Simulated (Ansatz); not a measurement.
## Zn₂C: strain and displacement

```
CELL_PARAMETERS angstrom
0.00000 2.60443 2.60443
2.60443 0.00000 2.60443
2.60443 2.60443 0.00000
ATOMIC_POSITIONS crystal
C 0.00000 0.00000 0.00000
Zn 0.25000 0.25000 0.25000
Zn 0.75000 0.75000 0.75000
```

Atom numbers follow the list: C1, Zn2, Zn3.

The conventional cell has a = 5.209 Å, b = 5.209 Å, c = 5.209 Å, α = 90.00°, β = 90.00°, γ = 90.00°. Around C (atom 1) lie 8 Zn at 2.26 Å. Zn (atom 2) is surrounded by 4 C at 2.26 Å.

The cell was built from the fluorite type and relaxed in the same program, and has space group Fm-3m; it needn't be a known or the stable phase.

The calculation used DFT, PBE, all-electron PAW with datasets made for the crystal, scalar-relativistic in Ansatz 0.2.0.

Settings: a Γ-centred 11×11×11 k mesh, Fermi–Dirac smearing of 0.08 eV, cutoff 320 eV (chosen by the program for this cell), no spin polarisation.

The unchanged cell is at 0.00 GPa, so energy changes include a term −P ΔV where the volume moves.

In a metal, stresses and small energies carry noise from the k mesh.

x, y and z are the Cartesian axes of the cell as listed; fractional coordinates follow a strain, and an engineering shear is twice the off-diagonal strain component.

With xy engineering shear strain of -1.5 %: energy change under 1 meV/atom; stress change (xx, yy, zz, yz, xz, xy) 0.04, 0.04, 0.01, 0.00, 0.00, 0.80 GPa, compression positive.

With x and y strained by -2 %, z held: energy change +10 meV/atom; stress change (xx, yy, zz, yz, xz, xy) 7.47, 7.47, 2.47, 0.00, 0.00, 0.00 GPa, compression positive.

**Question.** With this change (atom 3 (Zn) moved by (0.0566, 0.0566, 0.0000) Å), what becomes of the energy and stress and forces?

**Answer.** Energy change +6 meV/atom; stress change (xx, yy, zz, yz, xz, xy) 0.36, 0.36, 0.06, -0.07, -0.07, 0.04 GPa, compression positive; change of the force on Zn3 (-0.300, -0.300, -0.037) eV/Å.

**Question.** What force constant does this one finite step give for Zn3 along its displacement (all its periodic images move with it)?

**Answer.** k = −ΔF·u/|u|² = 5.30 eV/Å², so the force pulls the atom back.
